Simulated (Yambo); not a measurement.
Quantum ESPRESSO input (PBEsol, PseudoDojo standard norm-conserving files, scalar-relativistic) whose wavefunctions are converted with p2y:

```
&CONTROL
  calculation = 'nscf'
  pseudo_dir = './pseudo'
  outdir = './out'
/
&SYSTEM
  ibrav = 0
  nat = 5
  ntyp = 3
  ecutwfc = 72.0
  ecutrho = 288.0
  occupations = 'fixed'
  force_symmorphic = .true.
  nbnd = 176
/
&ELECTRONS
  conv_thr = 5e-09
  diago_full_acc = .true.
  diago_thr_init = 1e-08
/
ATOMIC_SPECIES
H 1.0080 H.upf
Ca 40.0780 Ca.upf
Cs 132.9055 Cs.upf
CELL_PARAMETERS angstrom
  4.621190000000   0.000000000000   0.000000000000
  0.000000000000   4.621190000000   0.000000000000
  0.000000000000   0.000000000000   4.621190000000
ATOMIC_POSITIONS crystal
H   0.500000000000   0.000000000000   0.500000000000
H   0.000000000000   0.500000000000   0.500000000000
H   0.500000000000   0.500000000000   0.000000000000
Ca   0.500000000000   0.500000000000   0.500000000000
Cs   0.000000000000   0.000000000000   0.000000000000
K_POINTS automatic
2 2 2 0 0 0
```

Yambo's initialisation report on symmetry, reciprocal space, the k grid and the gaps on this mesh:

```
  [02.02] Symmetries
  ==================

  Inversion symmetry    : yes
  Spatial inversion     : yes
  Inversion index       :  25
  K-space Time-reversal : no
  Magnetic symmetries   : no
  Group table correct   : yes
  Symmetries units      :  [cc]

  [02.03] Reciprocal space
  ========================

  nG shells         :   466
  nG charge         :   54963
  nG WFs            :   8377
  nC WFs            :   6931
  G-vecs. in first 46 shells:  [ Number ]
     1    7   19   27   33   57   81   93  123
    147   171   179   203   251   257   305   341   365
    389   437   461   485   515   587   619   691   739
    751   799   847   895   925   949  1021  1045  1141
   1189  1213  1237  1309  1357  1365  1419  1503  1551
   1575
  ...
  Shell energy in first 46 shells:  [ mHa ]
    0.00000      258.836      517.672      776.507      1035.34      1294.18      1553.01      2070.69      2329.52
    2588.36      2847.19      3106.03      3364.87      3623.70      4141.37      4400.21      4659.04      4917.88
    5176.72      5435.55      5694.39      6212.06      6470.90      6729.73      6988.57      7506.24      7765.07
    8282.75      8541.58      8800.42      9059.25      9318.09      9576.92      9835.76      10353.4      10612.3
    10871.1      11129.9      11388.8      11647.6      11906.4      12424.1      12683.0      12941.8      13200.6
    13459.5
  ...

  [02.04] K-grid lattice
  ======================

  Compatible Grid is   : 3D
  Base K vectors       :  K_min[ 1 ]  K_min[ 2 ]  K_min[ 3 ]
  K_min[ 1 ] : -0.500000  0.000000  0.000000 [rlu]
  K_min[ 2 ] :  0.000000  0.000000 -0.500000 [rlu]
  K_min[ 3 ] :  0.000000 -0.500000  0.000000 [rlu]
  Grid dimensions      :  2  2  2
  K lattice UC volume  :  0.046558 [a.u.]

  IBZ K-points                                      :   4
  BZ  K-points                                      :   8

  K/Q-points units:
  rlu = crystal or reduced units; cc = cartesian coordinates; iku = interal k-units

  K [1]          [rlu]:  0.000000  0.000000  0.000000
         WF components:   6931
  K [2]          [rlu]:  0.000000  0.000000 -0.500000
         WF components:   6848
  K [3]          [rlu]:  0.000000 -0.500000 -0.500000
         WF components:   6872
  K [4]          [rlu]: -0.500000 -0.500000 -0.500000
         WF components:   6872

  [02.05] Energies & Occupations
  ==============================

  [X] === General ===
  [X] Electronic Temperature                        :  0.000000  0.000000 [eV K]
  [X] Bosonic    Temperature                        :  0.000000  0.000000 [eV K]
  [X] Finite Temperature mode                       : no
  [X] El. density                                   :  0.22293E+24 [cm-3]
  [X] Fermi Level                                   :  2.951380 [eV]

  [X] === Gaps and Widths ===
  [X] Conduction Band Min                           :  2.954478 [eV]
  [X] Valence Band Max                              :  0.000000 [eV]
  [X] Filled Bands                                  :  11
  [X] Empty Bands                                   :   12  176
  [X] Direct Gap                                    :  2.954478 [eV]
  [X] Direct Gap localized at k                     :  3
  [X] Indirect Gap                                  :  2.954478 [eV]
  [X] Indirect Gap between kpts                     :  3  3
  [X] Last valence band width                       :  0.640567 [eV]
  [X] 1st conduction band width                     :  2.582820 [eV]
```
The gaps are PBEsol values on this mesh alone; only operations without fractional translations are kept.

Geometry of the Materials Project entry, not relaxed at this level.
